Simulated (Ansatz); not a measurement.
Ba₂CuBrO₂:
```cif
data_Ba2BrCuO2
_chemical_formula_sum 'Ba2 Cu1 Br1 O2'
_space_group_name_H-M_alt 'P 1'
_space_group_IT_number 1
_cell_length_a 10.07013
_cell_length_b 10.07013
_cell_length_c 10.07013
_cell_angle_alpha 24.694
_cell_angle_beta 24.694
_cell_angle_gamma 24.694
loop_
_space_group_symop_operation_xyz
  'x, y, z'
loop_
_atom_site_label
_atom_site_type_symbol
_atom_site_fract_x
_atom_site_fract_y
_atom_site_fract_z
_atom_site_occupancy
Ba1 Ba 0.25123 0.25123 0.25123 1
Ba2 Ba 0.74877 0.74877 0.74877 1
Cu1 Cu 0.50000 0.50000 0.50000 1
Br1 Br 0.00000 0.00000 0.00000 1
O1 O 0.56108 0.56108 0.56108 1
O2 O 0.43892 0.43892 0.43892 1
```

Relaxed with r²SCAN.

### Question
Tabulate the valence density and the electron localisation function along the shortest Ba–Br contact (3.46 Å), r²SCAN in the plane-wave PAW code Ansatz.

### Answer


```
distance from Ba (Å)  density (e/Å³)   ELF
--------------------  --------------  ----
0.35                            0.73  0.07
0.52                            1.23  0.53
0.69                            1.42  0.83
0.86                            1.15  0.89
1.04                            0.71  0.87
1.21                            0.37  0.74
1.38                            0.19  0.36
1.56                            0.11  0.09
1.73                            0.09  0.06
1.90                            0.12  0.23
2.07                            0.19  0.60
2.25                            0.32  0.79
2.42                            0.55  0.86
2.59                            0.88  0.88
2.77                            1.16  0.81
2.94                            1.09  0.44
3.11                            0.65  0.04
```

The density is the valence pseudo-density with augmentation charge, so density and ELF within about 1 Å of a nucleus are not all-electron values.

Space group R-3m. The first step of the workflow began from a Materials Project structure, measured or hypothetical; the Crystallography Open Database files this formula in space group No. 166, but the cells were not matched. Its standing as an ambient phase is unchecked. The r²SCAN relaxation kept the symmetry of its start; whether a distortion lowers the energy is not shown. No spin polarisation was allowed. No Hubbard U is applied. Spin–orbit coupling is left out wherever it is not named.

Potentials: the later of the program's two PAW sets.
